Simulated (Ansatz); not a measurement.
The end of the path is a generated cell of Cu2AgPS4: the first start was made by placing the elements on the sites of a structure type, and the end was not matched to a known phase here, so it may be hypothetical.

A geometry of Cu2AgPS4 away from equilibrium: step 2 of the relaxation of a generated cell, Cu2AgPS4 built in the AFLOW prototype A2BC4D_tI16_121_d_a_i_b (H2_6, as in FeCu2SnS4). Computed with r2SCAN (plane waves to 500 eV, PAW, scalar-relativistic; Ansatz, a program for electronic structure). Γ-centred k-mesh 6×6×6 on the run's cell (coarser than for final values), Fermi–Dirac smearing 0.05 eV.

```xyz
8
Lattice="-2.6755 2.6755 5.2579 2.6755 -2.6755 5.2579 2.6755 2.6755 -5.2579" Properties=species:S:1:pos:R:3 pbc="T T T"
Cu     2.6755     0.0000     2.6290
Cu     0.0000     2.6755     2.6290
Ag     0.0000     0.0000     0.0000
S      1.2664    -1.2664     6.6392
S      1.4091     1.4091    -1.3813
S      1.2664     1.2664     3.8767
S     -1.2664     1.2664     6.6392
P      0.0000     0.0000     5.2579
```

Problem. What forces act on the atoms (eV/Å)?

Solution. 
| atom | Fx | Fy | Fz |
|---|---|---|---|
| Cu1 | 0.00 | 0.00 | 0.00 |
| Cu2 | 0.00 | 0.00 | 0.00 |
| Ag3 | 0.00 | 0.00 | 0.00 |
| S4 | -1.16 | 1.16 | -0.58 |
| S5 | 1.16 | 1.16 | 0.58 |
| S6 | -1.16 | -1.16 | 0.58 |
| S7 | 1.16 | -1.16 | -0.58 |
| P8 | 0.00 | 0.00 | 0.00 |

Problem. What is the pressure?

Solution. -1.9 GPa, compression positive.

Problem. How much energy per atom can still be gained by relaxing?

Solution. 0.10 eV/atom; the path ends in I-42m (No. 121) (AFLOW prototype A2BC4D_tI16_121_d_a_i_b (H2_6, as in FeCu2SnS4)).

No spin polarisation in the result.

The run could not lose the symmetry of its start, so the end can be a saddle point.
